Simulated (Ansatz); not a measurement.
Stress against strain in Na

```xyz
2
Lattice="3.7670 0.0000 0.0000 -1.8835 3.2623 0.0000 0.0000 0.0000 6.1540" Properties=species:S:1:pos:R:3 pbc="T T T"
Na    0.0000    2.1749    1.5385
Na    1.8835    1.0874    4.6155
```

Atom numbers follow the list: Na1, Na2.

Conventional cell: a = 3.767 Å, b = 3.767 Å, c = 6.154 Å, α = 90.00°, β = 90.00°, γ = 120.00°. Around Na (atom 1) lie 12 Na at 3.77 Å.

The cell is a measured one (Crystallography Open Database entry 9011000); the temperature and pressure of the measurement aren't taken into account, and nothing was relaxed.

Computed with Ansatz 0.2.0, DFT, PBEsol, all-electron LAPW, scalar-relativistic.

Settings: a Γ-centred 13×13×7 k mesh, Fermi–Dirac smearing of 0.05 eV, basis error target 0.25 meV/atom, no spin polarisation.

The strain is applied along the Cartesian axes of the cell as listed (the other components stay zero). Fractional coordinates are held (clamped ions).

σ is the change of stress from the unstrained cell, which is at -0.28 GPa; tension is positive, so slopes are stress–strain coefficients at that pressure. In a metal the k mesh adds noise.

Only quantities that a quadratic follows smoothly over the whole series are listed; rougher ones are left out.

| εzz | σzz (GPa) | σxx (GPa) |
| --- | --- | --- |
| -0.0300 | -0.39 | -0.15 |
| -0.0200 | -0.25 | -0.09 |
| 0.0000 | 0.00 | 0.00 |
| 0.0100 | 0.13 | 0.04 |
| 0.0200 | 0.26 | 0.06 |
| 0.0300 | 0.40 | 0.08 |

Q: Fit the series and read off the stiffness at zero strain.

A: Least-squares fits y = p0 + p1 x + p2 x² to the rows give σzz (GPa): p1 = 13, p2 = 5.6; σxx (GPa): p1 = 3.82, p2 = -42. So C33 = 13 GPa and C13 = 4 GPa, for these axes.

Q: One run, at εzz = -0.0100, is withheld. Predict its row.

A: The fits give -0.13, -0.04; the run gave -0.13, -0.04.
